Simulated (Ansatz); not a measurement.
Mg$_{2}$Ge (anti-fluorite)

```yaml
crystal:
  lattice:
    - [0.00000, 3.21062, 3.21062]
    - [3.21062, 0.00000, 3.21062]
    - [3.21062, 3.21062, 0.00000]
  atoms:
    - { symbol: Ge, position: [0.00000, 0.00000, 0.00000] }
    - { symbol: Mg, position: [0.25000, 0.25000, 0.25000] }
    - { symbol: Mg, position: [0.75000, 0.75000, 0.75000] }
```

E(V) scan at fixed shape, V₀ the volume above. Symmetry pins the atoms to their sites.

Calculation: PBE (plane waves to 420 eV, PAW, scalar-relativistic; Ansatz, a quantum-chemistry and plane-wave program). k mesh 9×9×9 (Γ-centred), Fermi-Dirac smearing 0.05 eV. The energy includes the smearing's −TS. Stress and pressure are positive under compression. Mg2Ge was relaxed with its symmetry unable to fall. ΔE is measured from the relaxed starting cell.

**Question.** What ΔE (meV/atom) and P (GPa) does the calculation give at V/V₀ = 0.960, 0.970, 0.980, 0.990, 1.030, 1.040?

**Answer.** 
| V/V₀ | ΔE (meV/atom) | P (GPa) |
|---|---|---|
| 0.960 | 5.9 | 2.21 |
| 0.970 | 3.2 | 1.61 |
| 0.980 | 1.4 | 1.05 |
| 0.990 | 0.3 | 0.51 |
| 1.030 | 2.9 | -1.38 |
| 1.040 | 5.1 | -1.79 |

(Under strain, the slope of the energy per volume gives the stress and its curvature an elastic modulus.)
